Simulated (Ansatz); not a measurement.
Relaxed CsPbBr3 (cubic perovskite):

```xyz
10
Lattice="12.0056 0.0000 0.0000 0.0000 6.0028 0.0000 0.0000 0.0000 6.0028" Properties=species:S:1:pos:R:3 pbc="T T T"
Cs     0.0000     0.0000     0.0000
Cs     6.0028     0.0000     0.0000
Pb     3.0014     3.0014     3.0014
Pb     9.0042     3.0014     3.0014
Br     0.0000     3.0014     3.0014
Br     6.0028     3.0014     3.0014
Br     3.0014     3.0014     0.0000
Br     9.0042     3.0014     0.0000
Br     3.0014     0.0000     3.0014
Br     9.0042     0.0000     3.0014
```

A phonon eigenvector at X = (0.5, 0.0, 0.0) is frozen into this cell: atom i moves by Q times the vector below, so Q is the largest atomic displacement, in Å. The cell is held. It is one choice among 2 degenerate patterns. (q is in reciprocal vectors of the primitive cell; the cell shown is doubled to hold the pattern.)

| atom | x | y | z |
|---|---|---|---|
| Pb3 | 0.000 | 0.000 | -0.278 |
| Pb4 | 0.000 | 0.000 | 0.278 |
| Br7 | 0.000 | 0.000 | 1.000 |
| Br8 | 0.000 | 0.000 | -1.000 |
| Br9 | 0.000 | 0.000 | -0.129 |
| Br10 | 0.000 | 0.000 | 0.129 |

Atoms not listed stay in place.

Method: PBE (plane waves to 420 eV, PAW, scalar-relativistic; Ansatz, a program for electronic structure). k mesh 3×6×6 (Γ-centred), Fermi-Dirac smearing 0.05 eV. E stands for the smeared free energy. Stress and pressure are positive under compression. CsPbBr3 was relaxed with its symmetry unable to fall. Spin-orbit coupling is left out, though Pb is heavy. This is a high-temperature form of CsPbBr3. The zero of ΔE is the undisplaced structure.

```
Q (Å)   ΔE (meV/cell)  P (GPa)  −dE/dQ from forces (eV/Å)
------  -------------  -------  -------------------------
-0.100           24.0     0.10                      0.521
-0.083           16.2     0.07                      0.413
-0.067           10.1     0.05                      0.317
-0.050            5.6     0.03                      0.229
-0.033            2.5     0.01                      0.149
-0.017            0.6     0.00                      0.073
0.000             0.0     0.00                      0.000
0.017             0.6     0.00                     -0.073
0.033             2.5     0.01                     -0.149
0.050             5.6     0.03                     -0.229
0.067            10.1     0.05                     -0.317
0.083            16.2     0.07                     -0.413
0.100            24.0     0.10                     -0.521
```

Derived quantities:

| Quantity | Result |
|---|---|
| Energy at Q = 0.100 Å | 24.0 meV/cell |
| Space group of the distorted cell | Pmma (No. 51), lowered from Pm-3m |
| Symmetry of the curve | even: the same for both signs |
| Shape of the curve | a single well with its minimum at or next to zero displacement |
| Harmonic wavenumber from the curvature (finite differences) | 78 cm⁻¹ |
| Wavenumber by perturbation theory (DFPT, on another k mesh) | 75 cm⁻¹ |

The 13 points together took around 12 core-minutes (rough).

(For displaced atoms, the force is minus the slope of the energy, and its curvature is a force constant, which sets phonon frequencies.)
